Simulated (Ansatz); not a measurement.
WO3:
```cif
data_O12W4
_chemical_formula_sum 'W4 O12'
_space_group_name_H-M_alt 'P 1'
_space_group_IT_number 1
_cell_length_a 3.85850
_cell_length_b 7.67346
_cell_length_c 7.47664
_cell_angle_alpha 90.000
_cell_angle_beta 90.020
_cell_angle_gamma 90.000
loop_
_space_group_symop_operation_xyz
  'x, y, z'
loop_
_atom_site_label
_atom_site_type_symbol
_atom_site_fract_x
_atom_site_fract_y
_atom_site_fract_z
_atom_site_occupancy
W1 W 0.95270 0.27875 0.25228 1
W2 W 0.04730 0.72125 0.74772 1
W3 W 0.04730 0.77875 0.24772 1
W4 W 0.95270 0.22125 0.75228 1
O1 O 0.99591 0.99072 0.73178 1
O2 O 0.00409 0.00928 0.26822 1
O3 O 0.00409 0.49072 0.76822 1
O4 O 0.99591 0.50928 0.23178 1
O5 O 0.00018 0.73178 0.49879 1
O6 O 0.99982 0.26822 0.50121 1
O7 O 0.99982 0.23178 0.00121 1
O8 O 0.00018 0.76822 0.99879 1
O9 O 0.50770 0.73900 0.75010 1
O10 O 0.49230 0.26100 0.24990 1
O11 O 0.49230 0.23900 0.74990 1
O12 O 0.50770 0.76100 0.25010 1
```

Relaxed with PBEsol.

Question: Tabulate the valence density and the electron localisation function along the shortest W–O contact (1.78 Å), DFT-PBEsol in the program Ansatz with PAW potentials.

Answer: 

```tsv
distance from W (Å)	density (e/Å³)	ELF
0.18	4.42	0.10
0.27	5.05	0.27
0.36	5.31	0.48
0.45	5.04	0.63
0.53	4.33	0.66
0.62	3.42	0.61
0.71	2.55	0.48
0.80	1.90	0.34
0.89	1.54	0.28
0.98	1.48	0.37
1.07	1.69	0.57
1.16	2.20	0.72
1.25	3.00	0.77
1.34	4.06	0.74
1.43	5.23	0.66
1.51	6.29	0.52
1.60	7.09	0.37
```

The density is the valence pseudo-density with augmentation charge, so density and ELF within about 1 Å of a nucleus are not all-electron values.

Space group P2_1/c. The workflow started from a Materials Project entry (that database holds measured and hypothetical structures alike); the Crystallography Open Database files this formula in space group No. 14, but the cells were not matched. Whether it is the stable phase at ambient conditions was not checked. The cell was relaxed with PBEsol under the symmetry of its start; its stability against distortions is not shown here. No spin polarisation was allowed. No Hubbard U is applied. Scalar-relativistic: spin–orbit coupling is off unless named, which matters more the heavier the elements.

Potentials: the later of the program's two PAW sets.
